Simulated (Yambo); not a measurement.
Yambo run on BP (zinc blende, space group F-43m, No. 216). The wavefunctions are norm-conserving PBE (Quantum ESPRESSO, 76 Ry, without SOC) ones on a 6×6×6 mesh (4 occupied bands); a = 3.2047 Å, b = 3.2047 Å, c = 3.2047 Å, α = 60.00°, β = 60.00°, γ = 60.00°.

Yambo input:

```
gw0
dyson
el_el_corr
HF_and_locXC
ppa
em1d
EXXRLvcs= 76 Ry
VXCRLvcs= 304 Ry
Chimod= "HARTREE"
% BndsRnXp
 1 | 84 |
%
NGsBlkXp= 14 Ry
% LongDrXp
 1.0 | 1.0 | 1.0 |
%
PPAPntXp= 27.2114 eV
% GbndRnge
 1 | 84 |
%
GTermKind= "BG"
DysSolver= "n"
ExtendOut
% QPkrange
 1 | 1 | 4 | 5 |
 13 | 13 | 5 | 5 |
%
```

k points by index: 1 = Γ, 13 = X.

The o-*.qp file then holds:

```
#    K-point    Band    Eo [eV]    E [eV]    E-Eo [eV]    Vxc [eV]    Vnlxc [eV]    Sc|Eo [eV]    Sc|E [eV]    dSc/dw|Eo [eV]    Re(Z)    Im(Z)
#
    1    4    0.000000    -0.503846    -0.503846    -13.31214    -14.65950    0.717838    0.843512    -6.786640    0.800380    -0.001147
    1    5    3.413105    3.764265    0.351160    -12.03647    -7.247136    -4.351257    -4.438176    -6.733617    0.801630    -0.001136
    13    5    1.340695    1.537288    0.196592    -10.83952    -6.535107    -4.062490    -4.107821    -6.271853    0.812685    -0.001125
```
(The two width columns are left out.) Convergence of these settings isn't established.

Geometry of the Materials Project entry, not relaxed at this level.
